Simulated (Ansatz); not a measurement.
Computed properties of BN

BN:
```
BN
1.0
    2.52733     0.00000     0.00000
   -1.26366     2.18873     0.00000
    0.00000     0.00000     8.30882
B N
4 4
Direct
  0.00000   0.00000   0.99973
  0.00000   0.00000   0.49973
  0.66667   0.33333   0.75046
  0.33333   0.66667   0.25046
  0.00000   0.00000   0.81320
  0.00000   0.00000   0.31320
  0.66667   0.33333   0.56224
  0.33333   0.66667   0.06224
```

Space group P6_3mc (No. 186); conventional cell a = b = 2.527 Å, c = 8.309 Å, α = β = 90.00°, γ = 120.00°.

Method: DFT-LDA in the program Ansatz with PAW potentials. Structure relaxed to zero pressure with the same functional. Other levels are named where they apply.

### Cell and energy

```
Item                                                           Value
-----------------------------------------------------  -------------
Volume per atom                                              5.75 Å³
Density                                                   3.59 g/cm³
Formation energy from the elements (no fitted shifts)  -1.52 eV/atom
```

### Electronic structure

```
Property                                                                       Value
--------------------------------------------  --------------------------------------
Band gap                                                          5.48 eV (indirect)
Valence-band maximum                                                            at Γ
Conduction-band minimum                                  at M (3 equivalent valleys)
Smallest direct gap on the standard path                                     7.57 eV
Electron effective mass                       0.36, 0.53, 0.78 mₑ (principal values)
Hole effective mass, band 1 of 2 at the edge           1.5 along x, 1.2 along z (mₑ)
Hole effective mass, band 2 of 2 at the edge          0.36 along x, 1.2 along z (mₑ)
```

### Mechanics

```
Quantity                                                                                                      Result
-----------------------------------------------------------  -------------------------------------------------------
Bulk modulus (Birch–Murnaghan fit)                                                                           402 GPa
Pressure derivative B′                                                                                           3.6
Elastic constants (relaxed ions, GPa)                        C11 = 978, C12 = 150, C13 = 74.6, C33 = 1060, C44 = 357
Mechanical stability                                                          stable (all eigenvalues of C positive)
Hill bulk and shear moduli                                                                           402 and 404 GPa
Young's modulus                                                                                              908 GPa
Poisson's ratio                                                                                                 0.12
Debye temperature from the elastic constants                                                                  1930 K
Piezoelectric stress constants (proper, relaxed ions, C/m²)                e15 = e24 = e31 = e32 = -0.35, e33 = 0.86
```

### Dielectric response

```
Quantity                                                                        Value
--------------------------------------------------------  ---------------------------
Electronic dielectric constant ε∞ (DFPT)                    4.56 (xx = yy), 4.66 (zz)
Static dielectric constant ε0 (ions relaxed, cell fixed)    6.62 (xx = yy), 6.90 (zz)
Born charges (a third of the trace)                       B +1.84 to +1.88, N -1.86 e
Largest static χ(2) component                                                6.5 pm/V
```

### Phonons

```
Property                                                                   Value
--------------------------------------------------  ----------------------------
Highest zone-centre frequency (without LO–TO term)                    1259 cm^-1
Zone-centre stability                                     no imaginary mode at Γ
Dynamical stability on the path                     stable (no imaginary branch)
Zero-point energy                                                 160.4 meV/atom
Vibrational entropy at 300 K                              3.3 J/(K·mol of atoms)
```

The cell is a constructed one: a structure type filled with these elements. Its sites differ from those of the usual phase in this space group: another stacking or structure type. Symmetry was held in the LDA relaxation. Signs of piezoelectric constants follow the polarity of the cell as given. The references are the lowest solids computed at this level, not always the standard phases (solids in place of the gases).

Potentials: the later of the program's two PAW sets.
